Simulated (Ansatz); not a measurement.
## Sr$_{2}$CuO$_{3}$: do energies and stresses tell the same story?

Computed with DFT PBEsol, scalar-relativistic, plane waves, PAW in Ansatz 0.2.0.

Cutoff 420 eV; k points 14×14×14 on the computed 6-atom cell (Γ-centred); Gaussian smearing, width 0.10 eV; no spin polarisation.

Relaxed cell: Immm, a = 3.487 Å, b = 3.911 Å, c = 12.478 Å, α = 90.00°, β = 90.00°, γ = 90.00°, 6 atoms in the primitive cell. Whether it is the stable form of this composition wasn't checked.

Energies at zero smearing and pressures from the stress tensor, at volumes with shape and atoms relaxed:
| V (Å³/atom) | E − E(first) (meV/atom) | P (GPa) |
| --- | --- | --- |
| 13.331 | 0.00 | 7.44 |
| 13.756 | -14.26 | 3.42 |
| 14.182 | -18.65 | 0.00 |
| 14.607 | -14.68 | -2.91 |
| 15.032 | -3.61 | -5.37 |

Problem. Check P = −dE/dV between neighbouring volumes, and get the bulk modulus from the pressures alone.

Solution. With 1 eV/Å³ = 160.2 GPa:
| middle V (Å³/atom) | −ΔE/ΔV (GPa) | mean P (GPa) |
| --- | --- | --- |
| 13.543 | 5.368 | 5.429 |
| 13.969 | 1.657 | 1.707 |
| 14.394 | -1.498 | -1.458 |
| 14.820 | -4.169 | -4.140 |

The two differ by 0.06 GPa at most. The mean of two end pressures misses the average over a step by about ΔV² P″/12, up to 0.05 GPa here; with that taken off 0.01 GPa remains. Around V = 14.182 Å³/atom, the two neighbours give B = −V ΔP/ΔV = 14.182 × 6.33 / 0.851 = 105.5 GPa, against B0 = 104.8 GPa from the Birch–Murnaghan fit of the energies.

Spin polarisation was left out, and a magnetic state may lie lower.

A ferromagnetic start lost its moments in a first run, so spin was left out; other magnetic orders weren't tried.